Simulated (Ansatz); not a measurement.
**Vibrational response of MgO**

The calculation used Ansatz, DFT PBEsol, scalar-relativistic, plane waves, PAW. Cutoff 420 eV, 8×8×8 k-points (Γ-centred), fixed occupations. No spin polarisation. Phonons by linear response, acoustic sum rule imposed.

The cell is fixed (symmetry leaves no force on the atoms) and stands under 0.0 GPa:
```yaml
crystal:
  lattice:
    - [0.00000, 2.10700, 2.10700]
    - [2.10700, 0.00000, 2.10700]
    - [2.10700, 2.10700, 0.00000]
  atoms:
    - { symbol: Mg, position: [0.00000, 0.00000, 0.00000] }
    - { symbol: O, position: [0.50000, 0.50000, 0.50000] }
```

The cell is the ideal cubic rocksalt prototype.

Optical modes at Γ (transverse, no macroscopic field); i marks an imaginary frequency:
```tsv
frequency (cm⁻¹)	degeneracy	IR intensity of the level ((D/Å)²/amu)
388	3	28.12
```

All 3 optical modes at Γ are real: no displacement of atoms at fixed cell lowers the energy to second order. Strains and modes at other wave vectors aren't tested by this run.

- Electronic dielectric constant ε∞ (principal values): 3.25
- Static dielectric constant ε0 (principal values): 10.4
- Refractive index √ε∞, mean: 1.80
- Kohn–Sham gap on the mesh: 4.62 eV
- Cost: 6.3 s on 4 threads of Intel(R) Xeon(R) Platinum 8259CL CPU @ 2.50GHz (Skylake/Cascade Lake), on a shared host, peak memory 0.46 GiB

Born effective charges (e):
| atom | Z*xx | Z*yy | Z*zz | mean |
| --- | --- | --- | --- | --- |
| Mg (atom 1) | 1.98 | 1.98 | 1.98 | 1.98 |
| O (atom 2) | -1.98 | -1.98 | -1.98 | -1.98 |